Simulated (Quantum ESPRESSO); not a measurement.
## Band energies of InP at -3 % isotropic strain

```
InP
1.0
    0.00000     2.85235     2.85235
    2.85235     0.00000     2.85235
    2.85235     2.85235     0.00000
P In
1 1
Direct
  0.75000   0.75000   0.75000
  0.00000   0.00000   0.00000
```

norm-conserving PBE (stringent potentials; Quantum ESPRESSO, 82 Ry, scalar-relativistic); path ΓXWKΓLUWLK,UX; energies in eV from the valence-band maximum.

| k (1/Å) | point | band 9 | band 10 | band 11 | band 12 | band 13 | band 14 | band 15 | band 16 |
|---|---|---|---|---|---|---|---|---|---|
| 0.00 | Γ | -14.20 | -12.11 | 0.00 | 0.00 | 0.00 | 1.15 | 4.08 | 4.08 |
| 0.22 |  | -14.19 | -11.93 | -1.11 | -0.41 | -0.41 | 2.22 | 3.61 | 4.63 |
| 0.55 |  | -14.17 | -11.09 | -3.39 | -1.60 | -1.60 | 2.40 | 3.34 | 6.58 |
| 0.88 |  | -14.16 | -9.83 | -5.48 | -2.44 | -2.44 | 1.72 | 2.51 | 8.97 |
| 1.10 | X | -14.15 | -9.35 | -6.12 | -2.61 | -2.61 | 1.61 | 2.24 | 9.76 |
| 1.21 |  | -14.15 | -9.34 | -6.11 | -2.69 | -2.68 | 1.79 | 2.41 | 9.28 |
| 1.54 |  | -14.17 | -9.25 | -5.97 | -3.25 | -3.24 | 3.78 | 4.25 | 6.35 |
| 1.65 | W | -14.18 | -9.24 | -5.95 | -3.31 | -3.30 | 4.29 | 4.71 | 5.76 |
| 1.78 |  | -14.18 | -9.28 | -5.95 | -3.53 | -2.92 | 3.64 | 4.63 | 6.19 |
| 2.04 | K | -14.17 | -9.35 | -5.96 | -3.71 | -2.18 | 2.30 | 4.54 | 7.72 |
| 2.15 |  | -14.18 | -9.47 | -5.85 | -3.81 | -1.94 | 2.55 | 5.26 | 7.09 |
| 2.47 |  | -14.19 | -10.41 | -4.85 | -3.02 | -1.06 | 3.21 | 5.15 | 5.60 |
| 2.78 |  | -14.19 | -11.48 | -2.86 | -1.42 | -0.32 | 2.76 | 4.30 | 4.62 |
| 3.10 |  | -14.20 | -12.07 | -0.45 | -0.11 | -0.02 | 1.50 | 4.06 | 4.11 |
| 3.21 | Γ | -14.20 | -12.11 | 0.00 | 0.00 | 0.00 | 1.15 | 4.08 | 4.08 |
| 3.32 |  | -14.20 | -12.07 | -0.47 | -0.05 | -0.05 | 1.49 | 4.10 | 4.15 |
| 3.63 |  | -14.20 | -11.49 | -3.16 | -0.54 | -0.54 | 2.07 | 4.76 | 4.76 |
| 3.95 |  | -14.18 | -10.48 | -5.54 | -1.00 | -1.00 | 1.77 | 4.86 | 4.86 |
| 4.16 | L | -14.18 | -10.10 | -6.19 | -1.10 | -1.10 | 1.69 | 4.80 | 4.80 |
| 4.26 |  | -14.18 | -10.07 | -6.17 | -1.33 | -1.14 | 1.91 | 4.69 | 4.90 |
| 4.55 |  | -14.18 | -9.74 | -5.94 | -3.04 | -1.66 | 2.78 | 4.77 | 6.13 |
| 4.74 |  | -14.18 | -9.44 | -5.91 | -3.72 | -2.04 | 2.45 | 4.96 | 7.28 |
| 4.84 | U | -14.17 | -9.35 | -5.96 | -3.71 | -2.18 | 2.30 | 4.54 | 7.72 |
| 5.03 |  | -14.17 | -9.30 | -5.95 | -3.61 | -2.67 | 3.14 | 4.60 | 6.60 |
| 5.23 | W | -14.18 | -9.24 | -5.95 | -3.31 | -3.30 | 4.29 | 4.71 | 5.76 |
| 5.32 |  | -14.18 | -9.29 | -5.92 | -3.51 | -2.98 | 4.18 | 4.70 | 5.62 |
| 5.62 |  | -14.18 | -9.74 | -5.94 | -2.98 | -1.85 | 3.40 | 4.12 | 6.05 |
| 5.91 |  | -14.18 | -10.07 | -6.17 | -1.33 | -1.14 | 1.92 | 4.68 | 4.90 |
| 6.01 | L | -14.18 | -10.10 | -6.19 | -1.10 | -1.10 | 1.69 | 4.80 | 4.80 |
| 6.09 |  | -14.18 | -10.08 | -6.17 | -1.27 | -1.13 | 1.87 | 4.71 | 4.88 |
| 6.34 |  | -14.18 | -9.82 | -5.99 | -2.76 | -1.56 | 2.81 | 4.58 | 5.85 |
| 6.60 |  | -14.17 | -9.42 | -5.91 | -3.73 | -2.06 | 2.43 | 4.92 | 7.34 |
| 6.68 | K | -14.17 | -9.35 | -5.96 | -3.71 | -2.18 | 2.30 | 4.54 | 7.72 |
| 6.68 | U | -14.17 | -9.35 | -5.96 | -3.71 | -2.18 | 2.30 | 4.54 | 7.72 |
| 6.78 |  | -14.16 | -9.32 | -6.03 | -3.45 | -2.36 | 2.11 | 3.68 | 8.23 |
| 7.07 | X | -14.15 | -9.35 | -6.12 | -2.61 | -2.61 | 1.61 | 2.24 | 9.76 |

The PBE gap is direct, 1.15 eV at Γ.

Spin-orbit splittings are left out.

Geometry strained from the cell relaxed with PBEsol, atoms relaxed again.
